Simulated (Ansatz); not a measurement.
This cell of Zr (hcp, Mg type) is off equilibrium:

```
Zr
1.0
    6.49182     0.00000     0.00000
   -1.62295     2.81104     0.00000
    0.00000     0.00000     5.15116
Zr
4
Direct
  0.16667   0.66667   0.75000
  0.66667   0.66667   0.75000
  0.33333   0.33333   0.25000
  0.81362   0.33333   0.25000
```

The numbers are results of r2SCAN (plane waves to 500 eV, PAW, scalar-relativistic; Ansatz, a first-principles code), not measurements. k mesh 13×13×7 (Γ-centred), Fermi-Dirac smearing 0.05 eV. Energies are smeared free energies. Stress and pressure are positive under compression. With partly filled bands, energies and forces of such displacements shift with the k mesh and the smearing. The PAW data are Ansatz's earlier set. Zr is run without spin polarisation. Zr was relaxed with its symmetry unable to fall.

Question: What forces act on the atoms (eV/Å, Cartesian)?

Answer: 
```
atom      Fx      Fy     Fz
----  ------  ------  -----
Zr1   -0.025  -0.100  0.000
Zr2   -0.123   0.086  0.000
Zr3   -0.538  -0.151  0.000
Zr4    0.687   0.165  0.000
```

Question: In it atom 4 sits (-0.128, 0.000, 0.000) Å away from its relaxed site. What is its energy relative to the relaxed cell?

Answer: 44 meV/cell.

(For displaced atoms, the force is minus the slope of the energy, and its curvature is a force constant, which sets phonon frequencies.)
